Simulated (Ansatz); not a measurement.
# Clamped-ion strain scan in Cd

Level of theory: DFT PBEsol, scalar-relativistic, plane waves, PAW in Ansatz 0.2.0. Settings: plane waves to 420 eV, k-mesh 18×18×18 (Γ-centred), Gaussian smearing 0.15 eV. No spin polarisation. Energies are free energies at this smearing, counted from the undisturbed cell; pressure is positive in compression.

Reference structure (as given, not relaxed at this level; it stands at -2.7 GPa; this bcc form isn't the usual structure):

```
CELL_PARAMETERS angstrom
-1.78432 1.78432 1.78432
1.78432 -1.78432 1.78432
1.78432 1.78432 -1.78432
ATOMIC_POSITIONS crystal
Cd 0.00000 0.00000 0.00000
```

The cell is strained by ε times the Voigt pattern (0, 0, 0, 1, 0, 0) (xx, yy, zz, yz, xz, xy; engineering shear) with fractional coordinates fixed. The cell is metallic on the mesh throughout.

```csv
ε,ΔE (meV/atom),"stress summed along the pattern (GPa, tension positive)",pressure (GPa)
-0.1500,-1.3,-1.30,-1.9
-0.0750,-4.1,0.43,-2.6
0.0000,0.0,0.00,-2.7
0.0375,-1.1,-0.35,-2.7
0.0562,-2.5,-0.54,-2.7
0.0937,-5.1,-0.10,-2.5
0.1125,-5.2,0.35,-2.4
0.1312,-3.9,0.85,-2.1
```

By symmetry 0.1500 repeats -0.1500, -0.1125 repeats 0.1125, 0.0750 repeats -0.0750, -0.0375 repeats 0.0375 in energy, with the opposite slope along the path. All sampled points lie below the start, which is a maximum along this line.